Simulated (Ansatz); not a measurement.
A geometry of AlNi away from equilibrium: step 24 of the relaxation of a generated cell, AlNi built in the AFLOW prototype AB_tP8_136_g_f (as in BeO). These are PBEsol (plane waves to 420 eV, PAW, scalar-relativistic; Ansatz, a quantum-chemistry and plane-wave program) values and carry that method's errors. Γ-centred k-mesh 6×6×10 on the run's cell (coarser than for final values), Fermi–Dirac smearing 0.05 eV.

```xyz
8
Lattice="6.9465 0.0000 0.0000 0.0000 6.9465 0.0000 0.0000 0.0000 2.5866" Properties=species:S:1:pos:R:3:forces:R:3 pbc="T T T" free_energy=-25316.337 pressure_GPa=12.2
Ni     2.6576     4.2889     0.0000   -0.0577    0.0577    0.0000
Ni     6.1308     6.1308     1.2933   -0.0577   -0.0577    0.0000
Ni     0.8157     0.8157     1.2933    0.0577    0.0577    0.0000
Ni     4.2889     2.6576     0.0000    0.0577   -0.0577    0.0000
Al     2.1048     2.1048     0.0000   -0.0760   -0.0760    0.0000
Al     5.5780     1.3685     1.2933   -0.0760    0.0760    0.0000
Al     1.3685     5.5780     1.2933    0.0760   -0.0760    0.0000
Al     4.8417     4.8417     0.0000    0.0760    0.0760    0.0000
```

Positions in Å, forces in eV/Å, free energy of the cell in eV (comparable only within this code, potentials and settings). Largest force: 0.11 eV/Å, on Al5, Al6, Al7, Al8 (atoms numbered as listed); the geometry lies 0.10 eV/atom above the end of its relaxation.

Spin-polarised start, with parallel moments on Ni.

No spin polarisation in the result: the starting moments vanished. A magnetic state may lie lower.

The run could not lower the symmetry of its start; a shaken copy of this end point relaxes with PBEsol to P2/m (No. 10), 0.50 eV/atom lower.

The end of the path is a generated cell of AlNi: the first start was made by placing the elements on the sites of a structure type, and the end was not matched to a known phase here, so it may be hypothetical. Known forms of AlNi include space group No. 221.
